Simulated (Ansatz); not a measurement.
TiGaPd:
Space group P6₃/mmc (No. 194); a = b = 4.396 Å, c = 5.418 Å, α = β = 90.00°, γ = 120.00°

```csv
atom,site,symmetry,x,y,z
Ti,2a,-3m.,0.0000,0.0000,0.0000
Ga,2d,-6m2,0.6667,0.3333,0.2500
Pd,2c,-6m2,0.3333,0.6667,0.2500
```

Relaxed with r²SCAN.

Q: Which orbitals make up the states near the Fermi level in plane-wave PAW r²SCAN (Ansatz code)?

A: Within 0.5 eV of the Fermi level: Ti 3d 64 %, Ga 4p 17 %, Pd 4d 12 %. Projections are on Löwdin-orthogonalised atomic valence shells; empty p or d shells of many metals are not among them.

Q: Tabulate the density of states.

A: States/eV per cell of 6 atoms, in 0.25 eV bins, energy from the Fermi level.

| E (eV) | total | Pd 4d | Ti 3d | Ga 4p |
|---|---|---|---|---|
| -7.85 | 1.77 | 0.28 | 0.12 | 0.22 |
| -7.60 | 4.85 | 1.23 | 0.52 | 0.27 |
| -7.35 | 2.25 | 0.69 | 0.22 | 0.04 |
| -7.10 | 0.00 | 0.00 | 0.00 | 0.00 |
| -6.85 | 0.00 | 0.00 | 0.00 | 0.00 |
| -6.60 | 0.00 | 0.00 | 0.00 | 0.00 |
| -6.35 | 0.00 | 0.00 | 0.00 | 0.00 |
| -6.10 | 0.00 | 0.00 | 0.00 | 0.00 |
| -5.85 | 0.39 | 0.12 | 0.02 | 0.17 |
| -5.60 | 3.54 | 1.42 | 0.23 | 1.31 |
| -5.35 | 4.90 | 2.50 | 0.33 | 1.36 |
| -5.10 | 4.55 | 2.88 | 0.35 | 0.90 |
| -4.85 | 4.20 | 3.01 | 0.32 | 0.68 |
| -4.60 | 7.84 | 5.99 | 0.44 | 1.09 |
| -4.35 | 17.14 | 13.65 | 0.90 | 2.06 |
| -4.10 | 7.29 | 5.90 | 0.41 | 0.82 |
| -3.85 | 8.39 | 7.55 | 0.50 | 0.17 |
| -3.60 | 7.78 | 7.05 | 0.43 | 0.11 |
| -3.35 | 9.50 | 8.17 | 0.48 | 0.30 |
| -3.10 | 3.29 | 2.35 | 0.27 | 0.35 |
| -2.85 | 2.44 | 1.39 | 0.41 | 0.46 |
| -2.60 | 3.79 | 1.99 | 0.68 | 0.84 |
| -2.35 | 2.77 | 1.13 | 0.63 | 0.72 |
| -2.10 | 2.68 | 0.90 | 0.75 | 0.72 |
| -1.85 | 3.33 | 0.88 | 1.21 | 0.88 |
| -1.60 | 3.64 | 0.62 | 1.41 | 1.28 |
| -1.35 | 3.93 | 0.56 | 1.67 | 1.38 |
| -1.10 | 3.59 | 0.59 | 1.60 | 1.09 |
| -0.85 | 3.55 | 0.61 | 1.73 | 0.86 |
| -0.60 | 4.31 | 0.56 | 2.88 | 0.63 |
| -0.35 | 3.89 | 0.49 | 2.32 | 0.77 |
| -0.10 | 3.69 | 0.44 | 2.15 | 0.79 |
| 0.15 | 3.84 | 0.46 | 2.46 | 0.63 |
| 0.40 | 4.76 | 0.53 | 3.31 | 0.58 |
| 0.65 | 4.28 | 0.44 | 2.98 | 0.50 |
| 0.90 | 7.22 | 0.63 | 5.87 | 0.37 |
| 1.15 | 6.77 | 0.60 | 5.49 | 0.35 |
| 1.40 | 6.53 | 0.48 | 5.55 | 0.25 |
| 1.65 | 4.05 | 0.24 | 3.32 | 0.26 |
| 1.90 | 3.28 | 0.14 | 2.58 | 0.26 |
| 2.15 | 3.80 | 0.13 | 3.16 | 0.25 |
| 2.40 | 4.36 | 0.15 | 3.70 | 0.27 |
| 2.65 | 5.76 | 0.27 | 4.51 | 0.61 |
| 2.90 | 4.18 | 0.22 | 2.45 | 0.79 |
| 3.15 | 3.04 | 0.15 | 1.53 | 0.73 |
| 3.40 | 2.41 | 0.11 | 1.10 | 0.69 |
| 3.65 | 3.72 | 0.17 | 1.48 | 1.07 |
| 3.90 | 2.29 | 0.11 | 0.79 | 0.80 |
| 4.15 | 1.89 | 0.08 | 0.59 | 0.72 |
| 4.40 | 3.02 | 0.11 | 0.80 | 1.22 |
| 4.65 | 2.55 | 0.10 | 0.64 | 1.11 |

Space group P6_3/mmc. The first step of the workflow began from a Materials Project structure, measured or hypothetical; the Crystallography Open Database copy checked does not list it. With Ga and Pd taken as one species the cell has the higher symmetry P6/mmm, so it may be an ordered model of a mixed-site phase. Whether it is the stable phase at ambient conditions was not checked. The cell was relaxed with r²SCAN under the symmetry of its start; its stability against distortions is not shown here. The run is not spin-polarised. Axis ratios of metals converge slowly with the k-mesh, so a and c are less sure than the volume. Spin–orbit coupling is left out wherever it is not named.

Potentials: the later of the program's two PAW sets.
